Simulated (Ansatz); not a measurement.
**CaO with Sb replacing Ca: do the settings matter for the field gradients?**

Cell: a supercell of CaO (rock salt type, Fm-3m) built from a COD entry, with all atoms left at the host's positions.

Space group Fm-3m (No. 225); a = 14.4390 Å.

| site | Wyckoff | site symmetry | x | y | z |
| --- | --- | --- | --- | --- | --- |
| Sb | 4a | m-3m | 0.0000 | 0.0000 | 0.0000 |
| Ca2 | 48h | m.m2 | 0.1667 | 0.1667 | 0.0000 |
| Ca5 | 32f | .3m | 0.3333 | 0.1667 | 0.1667 |
| Ca15 | 24e | 4m.m | 0.5000 | 0.5000 | 0.3333 |
| O28 | 32f | .3m | 0.1667 | 0.1667 | 0.1667 |
| O30 | 24e | 4m.m | 0.5000 | 0.5000 | 0.1667 |
| O32 | 48i | m.m2 | 0.5000 | 0.3333 | 0.3333 |
| O41 | 4b | m-3m | 0.5000 | 0.5000 | 0.5000 |

One atom of each set is listed; the run and its k-mesh use a cell of 54 atoms with edges of 10.21, 10.21, 10.21 Å.

Reference run. All values are calculated (Ansatz; DFT, PBE, plane waves and PAW, scalar-relativistic, 420 eV cutoff, Γ-centred 2×2×2 k-points, Fermi–Dirac smearing 0.01 eV, cell charge +1), not measured.

(1) The input is changed as follows: `scf.eigensolver.kind`: not typed → davidson; `basis.precision`: not typed → f64; `scf.occupations.method`: fermi_dirac → cold; `scf.occupations.width`: 0.01 → 0.005. What happens to V_zz (10²¹ V/m²) and η?

Results:

(1) 

| site | V_zz reference | η reference | V_zz changed | η changed |
| --- | --- | --- | --- | --- |
| Sb | 0.00 | – | 0.00 | – |
| Ca2 | -0.51 | 0.41 | -0.51 | 0.41 |
| Ca15 | 0.86 | 0.00 | 0.86 | 0.00 |
| O28 | 0.17 | 0.00 | 0.17 | 0.00 |
| O30 | 4.29 | 0.00 | 4.29 | 0.00 |
| O32 | 0.27 | 0.44 | 0.27 | 0.44 |

All printed values agree. Other sites with |V_zz| of 0.02 or less aren't listed. The gap of 3.2 eV is far wider than the smearing, so the levels stay full or empty whatever the smearing's form; with a small gap this would fail. SCF iterations: 7 and 7.

On the reference run: The defect repeats with the cell of 54 atoms, so it feels its images: sites between two images don't show the values beside a lone defect, and zeros or small values of η there can come from the images' arrangement. A uniform background compensates the cell's charge. Without spin–orbit coupling (the program notes it for Sb) the gradients are little affected as a rule: paired runs on crystals with a gap mostly move them by under 2 % at such atoms. The neighbours have not yet relaxed around the defect (largest force 0.48 eV/Å), so a real crystal will differ.
